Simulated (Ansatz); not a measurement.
# SnO under strain: Quadrupolar parameters

The cell is a diffraction structure from the COD, relaxed with PBE at fixed cell and then changed (z stretched by 3 %, ions relaxed).

```
Sn O
1.0
     3.79860    0.00000    0.00000
     0.00000    3.79860    0.00000
     0.00000    0.00000    4.98602
Sn O
2 2
Direct
  0.50000 0.00000 0.23621
  0.00000 0.50000 0.76379
  0.00000 0.00000 0.00000
  0.50000 0.50000 0.00000
```

Sites (sets of like atoms) are named by element and the number of their first atom in this list.

Level of theory: DFT, PBE, plane waves and PAW, scalar-relativistic, 420 eV cutoff, Γ-centred 12×12×10 k-points, Fermi–Dirac smearing 0.05 eV (Ansatz 0.2.0).

C_Q = eQV_zz/h, which is 24.18 MHz for Q = 1 b and V_zz = 10²¹ V/m²; η = (V_xx − V_yy)/V_zz.

17O: I = 5/2, Q = -25.58 mb. Nuclear quadrupole moments: year-2017 set (Pyykkö).

(1) Give the quadrupolar parameters of the distinct sites.

Results:

(1) 

| site | atoms (order as listed) | first shell | V_zz (10²¹ V/m²) | η | C_Q (MHz) |
| --- | --- | --- | --- | --- | --- |
| Sn | 1, 2 | 4 O at 2.23 Å | -18.05 | 0.00 | – |
| O | 3, 4 | 4 Sn at 2.23 Å | 0.80 | 0.00 | -0.493 |

An axis of threefold or higher order runs through Sn and O, so V_zz lies along it and η is zero.

Sn has no stable isotope with a ground-state quadrupole moment in the table, so no C_Q is given.

With no gap above 0.1 eV, as in a metal, the gradients converge slowly in k; expect changes of a tenth or more on a denser mesh. Without spin–orbit coupling (the program notes it for Sn) the gradients can shift somewhat, as the gap is small. Semilocal functionals make gaps too small and can close them, so the real compound need not be a metal.

The relaxation (4 steps) took 26 s of wall time (26 s of CPU time) and 0.62 GiB at its peak, on 1 thread of Intel Xeon 6975P-C (Granite Rapids) (x86_64; 16 cores open to the job, memory cap 3.0 GiB, no GPU), a shared host with a load of 0.6 a core.
